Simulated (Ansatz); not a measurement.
## What settings do to one calculation: Mg started on a Sr site in rocksalt SrO, 16 atoms, charge 0

Ansatz (PAW, plane waves), atoms fixed. The base input:

```yaml
crystal:
  lattice:
    - [0.000000, 5.122747, 5.122747]
    - [5.122747, 0.000000, 5.122747]
    - [5.122747, 5.122747, 0.000000]
  atoms:
    - { symbol: O, position: [0.749667, 0.253193, 0.254445] }
    - { symbol: O, position: [0.258081, 0.745945, 0.744194] }
    - { symbol: O, position: [0.248437, 0.753130, 0.247779] }
    - { symbol: O, position: [0.741381, 0.250492, 0.753532] }
    - { symbol: O, position: [0.250156, 0.249977, 0.753764] }
    - { symbol: O, position: [0.750660, 0.751238, 0.251100] }
    - { symbol: O, position: [0.244264, 0.248183, 0.255655] }
    - { symbol: O, position: [0.759214, 0.747013, 0.740731] }
    - { symbol: Sr, position: [0.999873, 0.001468, 0.997344] }
    - { symbol: Sr, position: [0.995848, 0.996610, 0.498659] }
    - { symbol: Sr, position: [0.505201, 0.501417, 0.000279] }
    - { symbol: Sr, position: [0.002435, 0.503370, 0.995560] }
    - { symbol: Sr, position: [0.497297, 0.005730, 0.495254] }
    - { symbol: Sr, position: [0.498094, 0.997158, 0.003159] }
    - { symbol: Sr, position: [0.997631, 0.500254, 0.503869] }
    - { symbol: Mg, position: [0.496171, 0.504755, 0.497238] }
kpoints:
  mp_grid: { grid: [2, 2, 2], shift: [0.5, 0.5, 0.5] }
hamiltonian:
  xc: pbesol
scf:
  occupations: { method: fermi_dirac, width: 0.01 }
output:
  forces: true
  eigenvalues: true
  stress: true
  populations: true
```

Command:

```sh
ansatz run in.yaml --threads 8 --pin off --max-ram 13300MiB --runs-dir r --events-out ev --progress --plain
```

It converged in 7 iterations and 0.9 s of wall time on 8 threads of an EPYC 9R45 processor, on a host shared with other runs; peak host memory 0.75 GiB; largest force component 0.62 eV/Å, pressure -3.87 GPa. The cutoff was the default, 420 eV. The base isn't a converged reference: it has few k points, and its atoms are unrelaxed. Each run below changes the keys shown and caps the iterations.

| run | changed | ending | iterations | free energy less the base (meV per atom) | rms change of forces (eV/Å) | change of pressure (GPa) | wall time (s, shared host) |
| --- | --- | --- | --- | --- | --- | --- | --- |
| 1 | mixing algorithm anderson, max_iter 80 | converged | 8 | 0.0 | 0.000 | 0.00 | 0.8 CPU |
| 2 | ecutrho_ratio 1, max_iter 80 | converged | 8 | -124.8 | 0.046 | 0.03 | 0.7 CPU |
| 3 | ecutwfc 120 eV, accuracy low, max_iter 50 | converged | 11 | 22913.3 | 0.447 | 17.13 | 0.4 CPU |
| 4 | initial_magnetization 2, dispersion d3bjatm, max_iter 90 | converged | 15 | other zero | 0.001 | -2.16 | 2 CPU |
| 5 | mixing beta 0.2, max_iter 90, k points the Γ point alone | converged | 9 | 110.8 | 0.060 | 0.18 | 0.5 CPU |
| 6 | dr2_threshold 0.0001, accuracy low (cutoff and grids as in the base), mixing beta 0.01, max_iter 50 | converged | 7 | 0.0 | 0.001 | 0.00 | 0.8 CPU |

«Other zero»: another functional, charge or dispersion term moves the zero of energy, so the difference says nothing of accuracy.

Question: Which changes leave the result alone, and which of the same physical model moves the forces most?

Answer: The forces move by under 0.002 eV/Å in runs 1, 6. Run 3 (ecutwfc 120 eV, accuracy low, max_iter 50) moves them most among the runs with the same functional, charge and dispersion term, by 0.447 eV/Å.
